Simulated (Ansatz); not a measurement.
ZnGeP₂ (chalcopyrite, I-42d), PBE (plane waves, PAW; program Ansatz), all energies at zero smearing, with the estimated change up to a 700 eV cutoff added, with one set of potentials and settings (totals compare only within such a set). Cell of 8 atoms (2 Zn, 2 Ge, 4 P): -18252.605 eV.

```tsv
element	reference phase	E (eV/atom)
Zn	C2/m, 3 atoms in the cell	-3319.0295
Ge	Fd-3m, 2 atoms in the cell	-4294.9847
P	Cmce, 4 atoms in the cell	-755.6743
```

Formation energy per atom, worked out: (-18252.605 − 2×(-3319.0295) − 2×(-4294.9847) − 4×(-755.6743))/8 = -0.235 eV/atom (-23 kJ per mol of atoms), at 0 K, without zero-point energy or fitted corrections.

Symmetry was held in the PBE relaxation. The references are the lowest solids computed at this level, not always the standard phases.

Potentials: the later of the program's two PAW sets.
